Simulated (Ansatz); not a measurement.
Input file for Ansatz (an electronic-structure program):

Ansatz 0.2 input:
```yaml
crystal:
  lattice:
    - [4.7414757968, 0.0, 0.0]
    - [0.0, 4.7338464432, 0.0]
    - [0.0, 0.0, 3.6719629418]
  atoms:
    - { symbol: Fe, position: [0.4792739213, 0.75, 0.3757268358] }
    - { symbol: Fe, position: [0.5207260787, 0.25, 0.6242731642] }
    - { symbol: Fe, position: [0.0207260787, 0.25, 0.8757268358] }
    - { symbol: Fe, position: [0.9792739213, 0.75, 0.1242731642] }
    - { symbol: B, position: [0.6630089345, 0.0683862153, 0.1074443001] }
    - { symbol: B, position: [0.3369910655, 0.9316137847, 0.8925556999] }
    - { symbol: B, position: [0.8369910655, 0.9316137847, 0.6074443001] }
    - { symbol: B, position: [0.1630089345, 0.0683862153, 0.3925556999] }
    - { symbol: B, position: [0.1630089345, 0.4316137847, 0.3925556999] }
    - { symbol: B, position: [0.8369910655, 0.5683862153, 0.6074443001] }
    - { symbol: B, position: [0.3369910655, 0.5683862153, 0.8925556999] }
    - { symbol: B, position: [0.6630089345, 0.4316137847, 0.1074443001] }
kpoints:
  mp_grid: { grid: [6, 6, 8] }
hamiltonian:
  xc: lda
  pseudopotentials: { kind: paw }
scf:
  occupations: { method: fixed }
phonons:
  method: dfpt
  response_accuracy: low
  eigenvectors: true
  rigid_motions: translations
  dielectric: true
```

Output (shortened):

```
Pseudopotential: Fe, paw, valence charge 16
Pseudopotential: B, paw, valence charge 3
Functional definition: SPW92
Crystal: 12 atoms, lattice volume = 82.419 Å³
Basis set: ecut = 420 eV, 1593 PW (Γ), exchange–correlation on 64×64×60 points (8 copies of the dense FFT grid, shifted against one another)
Bands: 56, of which v1, the nominal top of the filled ones, is band 44 counted from 1 (43 counted from 0)
Symmetry: 8 space group operations
k-points: 148 of 288 (irreducible under 1 space group operation, time reversal used)
SCF 1 converged in 10 iterations: F = -18883.262230 eV  dr2 = 7.33e-11
── the response to a field inside a basis, on 12×12×12 k-points: an SCF that follows is theirs, and a resumed run solves both again ──
Crystal: 12 atoms, lattice volume = 82.419 Å³
Bands: 45, of which v1, the nominal top of the filled ones, is band 44 counted from 1 (43 counted from 0)
k-points: 216
SCF 1 converged in 5 iterations: F = -18883.106748 eV  dr2 = 6.69e-8
WARN: field response: ε∞ stands inside a basis, on 12×12×12 points …
SCF converged after 10 iterations
Free energy (F): -18883.262230 eV
Harris-Foulkes:  -18883.262230 eV  (|F-HF|=5.46e-11)
Internal energy: -18883.262230 eV  (E = F + TS)
E sigma→0 (E₀):  -18883.262230 eV
Fermi energy:    17.579277 eV
--- Per-component energies (eV) ---
  E_band       = -684.281858
  E_kinetic    = 1848.873751
  E_local      = -9860.442251  (includes V_loc(G=0)·N_el)
  E_nonlocal   = 951.080239
  E_hartree    = 4254.680872
  E_xc         = -746.739989
  E_vxc        = -940.242230  (∫ρ·V_xc dr)
  E_paw        = -5787.061785  (= ΣΔE_a)
  E_vpaw       = -1192.917181  (= ΣTr[D̂ρ^β])
  E_aug_tail   = 0.003155  (compensation charges beyond the density's cutoff)
  E_ewald      = -9545.629038
  E_core_change = 1.972817  (= ΣΔE_core)
  E_smearing   =  0.000000  (= −TS)
  E_closure    = 0.000000  (closes the sum)
  Σ components = -18883.262230   (vs F -18883.262230, Δ=0.00e0)
--- Band table (eV; the first three rows and the last of 148) ---
  k-point 0: bands = ["-68.8723", "-68.8467", "-68.8463", "-68.8211", "-35.5110", "-35.4802", "-35.4568", "-35.4280", "-35.3456", "-35.3407", "-35.3358", "-35.3238", "-35.3087", "-35.2835", "-35.2455", "-35.2250", "2.7941", "7.3816", "7.5730", "8.1087", …
  k-point 1: bands = ["-68.8717", "-68.8514", "-68.8416", "-68.8216", "-35.5097", "-35.4812", "-35.4556", "-35.4289", "-35.3457", "-35.3410", "-35.3363", "-35.3250", "-35.3079", "-35.2845", "-35.2449", "-35.2259", "2.9475", "7.3374", "7.7860", "8.1654", …
  k-point 2: bands = ["-68.8702", "-68.8561", "-68.8368", "-68.8230", "-35.5061", "-35.4842", "-35.4521", "-35.4317", "-35.3459", "-35.3418", "-35.3373", "-35.3283", "-35.3054", "-35.2874", "-35.2432", "-35.2285", "3.4003", "7.0339", "8.2907", "8.3314", …
  k-point 147: bands = ["-68.8465", "-68.8465", "-68.8465", "-68.8465", "-35.4271", "-35.4271", "-35.4271", "-35.4271", "-35.3665", "-35.3665", "-35.3665", "-35.3665", "-35.2818", "-35.2818", "-35.2818", "-35.2818", "6.8796", "6.8796", "6.8796", "6.8796", …
--- Phonons (Γ-DFPT): 6 representative perturbations + reference, on 148 of 288 k-points (Σ response iterations 18) ---
  ASR residual: 1.332e-4 → 0.000e0 eV/Å²; symmetrization residual: 1.924e-5 eV/Å²
  ASR residual per site (eV/Å²): 1.33e-4 1.33e-4 1.33e-4 1.33e-4 3.45e-5 3.45e-5 3.45e-5 3.45e-5 3.45e-5 3.45e-5 3.45e-5 3.45e-5
  Γ frequencies (cm⁻¹): 0.00 0.00 0.00 255.34 262.79 279.69 317.14 331.47 380.97 382.76 396.70 402.59 419.68 427.05 438.10 449.78 462.54 463.08 473.19 497.97 506.31 549.91 561.40 564.07 567.27 573.75 591.11 633.94 646.69 697.44 707.00 718.95 862.08 890.70 915.10 957.09
  ε∞ (high-frequency dielectric tensor):
       31.367033     0.000000     0.000000
        0.000000    28.863008     0.000000
        0.000000     0.000000    31.447411
  ε⁰ (static dielectric tensor: ions relaxed, cell fixed):
       51.228056     0.000000     0.000000
        0.000000    47.089358     0.000000
        0.000000     0.000000    51.367901
  ε⁰ − ε∞ (ionic part):
       19.861023     0.000000     0.000000
        0.000000    18.226349     0.000000
        0.000000     0.000000    19.920490
  softest optical mode at Γ: 255.34 cm⁻¹; the repairs (sum rule, projections) moved no ω² at Γ by more than (4.39 cm⁻¹)²
  Born effective charges Z* (e; rows j = field, columns β = displacement):
    site 0:
        -5.64622    0.00000    0.31678
         0.00000   -5.32922    0.00000
        -0.68129    0.00000   -6.18170
    site 1:
        -5.64622    0.00000    0.31678
         0.00000   -5.32922    0.00000
        -0.68129    0.00000   -6.18170
    site 2:
        -5.64622    0.00000   -0.31678
         0.00000   -5.32922    0.00000
         0.68129    0.00000   -6.18170
    site 3:
        -5.64622    0.00000   -0.31678
         0.00000   -5.32922    0.00000
         0.68129    0.00000   -6.18170
    site 4:
         2.82311   -0.38379   -0.31033
        -0.17801    2.66461   -0.57533
        -0.51018   -0.19406    3.09085
    site 5:
         2.82311   -0.38379   -0.31033
        -0.17801    2.66461   -0.57533
        -0.51018   -0.19406    3.09085
    site 6:
         2.82311   -0.38379    0.31033
        -0.17801    2.66461    0.57533
         0.51018    0.19406    3.09085
    site 7:
         2.82311   -0.38379    0.31033
        -0.17801    2.66461    0.57533
         0.51018    0.19406    3.09085
    site 8:
         2.82311    0.38379    0.31033
         0.17801    2.66461   -0.57533
         0.51018   -0.19406    3.09085
    site 9:
         2.82311    0.38379    0.31033
         0.17801    2.66461   -0.57533
         0.51018   -0.19406    3.09085
    site 10:
         2.82311    0.38379   -0.31033
         0.17801    2.66461    0.57533
        -0.51018    0.19406    3.09085
    site 11:
         2.82311    0.38379   -0.31033
         0.17801    2.66461    0.57533
        -0.51018    0.19406    3.09085
  Z* charge neutrality: 5.475e-3 e pre-enforcement
  solved inside a basis spanned on kpoints, on 12×12×12 k-points transformed towards the longest dipole …
  optical modes at Γ without the LO–TO term, one row a degenerate level:
      ω (cm⁻¹)  modes    IR ((D/Å)²/amu)
        255.34      1             0.0000
        262.79      1             3.6643
        279.69      1             0.0000
        317.14      1             0.0000
        331.47      1            28.8633
        380.97      1             0.0000
        382.76      1             0.0000
        396.70      1             0.0000
        402.59      1            15.2927
        419.68      1             0.0000
        427.05      1             0.0000
        438.10      1             0.0000
        449.78      1            64.1052
        462.54      1            36.4161
        463.08      1            37.7887
        473.19      1             0.0000
        497.97      1             0.0000
        506.31      1             0.0000
        549.91      1             0.0000
        561.40      1           125.2835
        564.07      1             0.0000
        567.27      1             0.0000
        573.75      1           152.6514
        591.11      1             0.0000
        633.94      1           109.0698
        646.69      1             0.0000
        697.44      1             0.0000
        707.00      1             0.0000
        718.95      1             0.0000
        862.08      1            26.3792
        890.70      1             0.0000
        915.10      1             0.0000
        957.09      1             0.0289
  optical modes at Γ + LO–TO along q̂ = [1.0000, 0.0000, 0.0000]:
      ω (cm⁻¹)  modes    IR ((D/Å)²/amu)
        255.34      1             0.0000
        265.93      1             1.0957
        279.69      1             0.0000
        317.14      1             0.0000
        331.47      1            28.8633
        380.97      1             0.0000
        382.76      1             0.0000
        396.70      1             0.0000
        402.59      1            15.2927
        419.68      1             0.0000
        427.05      1             0.0000
        438.10      1             0.0000
        462.54      1            36.4161
        463.08      1            37.7887
        473.19      1             0.0000
        476.32      1            12.0112
        497.97      1             0.0000
        506.31      1             0.0000
        549.91      1             0.0000
        564.07      1             0.0000
        567.27      1             0.0000
        573.75      1           152.6514
        591.11      1             0.0000
        633.94      1           109.0698
        646.69      1             0.0000
        669.47      1           179.9237
        697.44      1             0.0000
        707.00      1             0.0000
        718.95      1             0.0000
        862.08      1            26.3792
        890.70      1             0.0000
        915.10      1             0.0000
        957.10      1             0.0514
  optical modes at Γ + LO–TO along q̂ = [0.0000, 1.0000, 0.0000]:
      ω (cm⁻¹)  modes    IR ((D/Å)²/amu)
        255.34      1             0.0000
        262.79      1             3.6643
        279.69      1             0.0000
        317.14      1             0.0000
        353.44      1             9.3182
        380.97      1             0.0000
        382.76      1             0.0000
        396.70      1             0.0000
        402.59      1            15.2927
        419.68      1             0.0000
        427.05      1             0.0000
        438.10      1             0.0000
        449.78      1            64.1052
        463.08      1            37.7887
        473.19      1             0.0000
        487.24      1            17.2862
        497.97      1             0.0000
        506.31      1             0.0000
        549.91      1             0.0000
        561.40      1           125.2835
        564.07      1             0.0000
        567.27      1             0.0000
        573.75      1           152.6514
        591.11      1             0.0000
        646.69      1             0.0000
        697.44      1             0.0000
        707.00      1             0.0000
        718.95      1             0.0000
        720.89      1           147.7449
        862.08      1            26.3792
        890.70      1             0.0000
        915.10      1             0.0000
        957.09      1             0.0289
  optical modes at Γ + LO–TO along q̂ = [0.0000, 0.0000, 1.0000]:
      ω (cm⁻¹)  modes    IR ((D/Å)²/amu)
        255.34      1             0.0000
        262.79      1             3.6643
        279.69      1             0.0000
        317.14      1             0.0000
        331.47      1            28.8633
        380.97      1             0.0000
        382.76      1             0.0000
        396.70      1             0.0000
        408.87      1             2.4117
        419.68      1             0.0000
        427.05      1             0.0000
        438.10      1             0.0000
        449.78      1            64.1052
        462.54      1            36.4161
        473.19      1             0.0000
        478.73      1             7.6573
        497.97      1             0.0000
        506.31      1             0.0000
        549.91      1             0.0000
        561.40      1           125.2835
        564.07      1             0.0000
        567.27      1             0.0000
        591.11      1             0.0000
        633.94      1           109.0698
        646.69      1             0.0000
        683.12      1           160.8071
        697.44      1             0.0000
        707.00      1             0.0000
        718.95      1             0.0000
        881.43      1            61.2360
        890.70      1             0.0000
        915.10      1             0.0000
        957.09      1             0.0289
```

Cost: about 28 core-minutes (a rough figure) on shared cores.

Space group Pnma. The workflow started from a Materials Project entry (that database holds measured and hypothetical structures alike); the Crystallography Open Database copy checked does not list it. COD files the formula under space group No. 191, so this cell is another polymorph or a model. Whether it is the stable phase at ambient conditions was not checked. The LDA relaxation kept the symmetry of its start; of distortions, only those at the zone centre were tested. No spin polarisation was allowed.

Potentials: the later of the program's two PAW sets.

Ansatz is a plane-wave DFT program.
